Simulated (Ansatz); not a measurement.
**Computed properties of Ga3As2N (ordering on zincblende)**

All numbers come from the PAW code Ansatz. The calculation is non-magnetic, and the structure need not be a phase that has been made.

Ga3As2N as one 6-atom ordering (Imm2) on the zincblende lattice, relaxed with r2SCAN. N has 4 Ga at 1.96–2.12 Å; Ga has 2 N at 2.12 Å and 2 As at 2.44 Å; As has 4 Ga at 2.40–2.46 Å; Ga has 1 N at 1.96 Å and 3 As at 2.40–2.46 Å.

Space group Imm2 (No. 44). a = 3.737 Å, b = 11.260 Å, c = 5.220 Å, α = 90.00°, β = 90.00°, γ = 90.00°
```csv
atom,site,symmetry,x,y,z
N,2a,mm2,0.0000,0.0000,0.9996
Ga,2b,mm2,0.5000,0.0000,0.1919
As,4d,m..,0.0000,0.3360,0.9966
Ga,4d,m..,0.5000,0.3582,0.2826
```

Relaxed lattice by functional, symmetry kept:
```json
{"functional": "PBE", "k mesh": "8×8×8", "a (Å)": "3.785", "b (Å)": "11.404", "c (Å)": "5.290", "volume (Å³/atom)": "19.03"}
{"functional": "r2SCAN", "k mesh": "8×8×8", "a (Å)": "3.737", "b (Å)": "11.260", "c (Å)": "5.220", "volume (Å³/atom)": "18.30"}
```

On this one geometry the levels give:

| level | k mesh | gap (eV) | kind | edges | least direct gap (eV) |
| --- | --- | --- | --- | --- | --- |
| PBE | 8×8×8 | none (overlap 0.08) | – | – | – |
| PBE+SOC | 8×8×8 | none (overlap 0.06) | – | – | – |
| r2SCAN | 8×8×8 | none (overlap 0.05) | – | – | – |
| HSE06 | 6×6×6 | 0.08 | indirect | X → Γ | 0.14 |

All runs use a smearing of 0.02 eV.
Wave cutoffs: 420 eV, 500 eV (r2SCAN).
Points off the special ones are mesh points or PBE's searched band edges, reused at the other levels.

With HSE06 the valence top lies at X and the conduction bottom at Γ, 0.08 eV higher; the smallest vertical gap, at Γ, is 0.14 eV. (This is within a few times the smearing of 0.02 eV, so the filling near the edges can be smeared.) PBE+SOC gives no gap: the lowest nominally empty band dips 0.06 eV below the top of the last filled one (its bottom at Γ–Λ₀ (0.10 of the way from Γ), the top at X), so the cell is a metal or semimetal at this level.

The levels disagree on the kind of gap: indirect with HSE06; no gap with PBE, PBE+SOC, r2SCAN.

Only the levels marked +SOC include spin-orbit coupling.
